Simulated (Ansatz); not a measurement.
**Stability checks on a candidate for NaLi₂**

The structure comes from a generated guess, relaxed at this level; another structure or a mixture of phases may lie lower.

Level of theory: Ansatz, DFT PBE, scalar-relativistic, plane waves, PAW. Settings of the last relaxation (3-atom cell): 420 eV, 15×15×6 k points, Gaussian smearing of 0.10 eV, no spin polarisation.

```cif
data_structure
_symmetry_space_group_name_H-M 'P-3m1'
_symmetry_Int_Tables_number 164
_cell_length_a 3.3473
_cell_length_b 3.3473
_cell_length_c 7.9482
_cell_angle_alpha 90.000
_cell_angle_beta 90.000
_cell_angle_gamma 120.000
_cell_volume 77.12
loop_
_atom_site_label
_atom_site_type_symbol
_atom_site_symmetry_multiplicity
_atom_site_Wyckoff_symbol
_atom_site_fract_x
_atom_site_fract_y
_atom_site_fract_z
_atom_site_occupancy
Na1 Na 1 a 0.00000 0.00000 0.00000 1
Li1 Li 2 d 0.33333 0.66667 0.35226 1
```

Energies over the elements count from the elements' standard structures at the same level, with no fitted energy shifts.

Question: These tests were run: energy against the elements; phonons on a 3×3×1 q mesh. What do they show?

Answer:

| test | result |
| --- | --- |
| energy against the elements | +0.05 eV/atom |
| phonons on a 3×3×1 q mesh | no imaginary mode on the mesh |

It fails one test: energy against the elements. It may still be a metastable minimum.

The run for the phonons used a 15×15×6 k mesh and Fermi–Dirac smearing of 0.15 eV.
